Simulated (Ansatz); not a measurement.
**AuCu3-type BaGe3**

Computed with Ansatz (plane waves, PAW, 420 eV cutoff): PBEsol, scalar-relativistic, no spin polarisation, 8×8×8 k-mesh, Gaussian smearing of 0.05 eV; PAW files: Ansatz's generated set soft_2.

```
Ba Ge
1.0
     4.54239    0.00000    0.00000
     0.00000    4.54239    0.00000
     0.00000    0.00000    4.54239
Ba Ge
1 3
Cartesian
  0.0000 0.0000 0.0000
  0.0000 2.2712 2.2712
  2.2712 2.2712 0.0000
  2.2712 0.0000 2.2712
```

This is a trial structure made by placing the elements on a prototype's sites, so it needn't be the stable form.

The cell has space group Pm-3m (read at 0.01 Å). In it the stress is 0.01, 0.01, 0.01, 0.00, 0.00, 0.00 GPa and the largest force component 0.000 eV/Å. Each change below starts from this cell, without further relaxation. Stress is in GPa, positive in compression, in the order xx, yy, zz, yz, xz, xy; energies are counted from the cell above and are free energies with the smearing's entropy, which match forces and stress in a metal.

Q: One atom was moved along a Cartesian axis, and these forces appeared. Which atom, and about how far?
```tsv
atom	Fx (eV/Å)	Fy	Fz
Ba1	0.330	0.000	0.000
Ge2	-0.113	0.000	0.000
Ge3	-0.232	0.000	0.000
Ge4	0.015	0.000	0.000
```

A: Atom 3 (Ge) is moved by 0.08 Å along x; the energy changes by 9.1 meV per cell.

Q: A single strain component, atoms carried along, gave the stress 0.02, 0.02, 0.01, 0.00, 0.00, -0.37. Which component, and about how large?

A: An engineering strain of 1 % in xy; the energy changes by 1.1 meV per cell.

These numbers lack spin–orbit coupling.
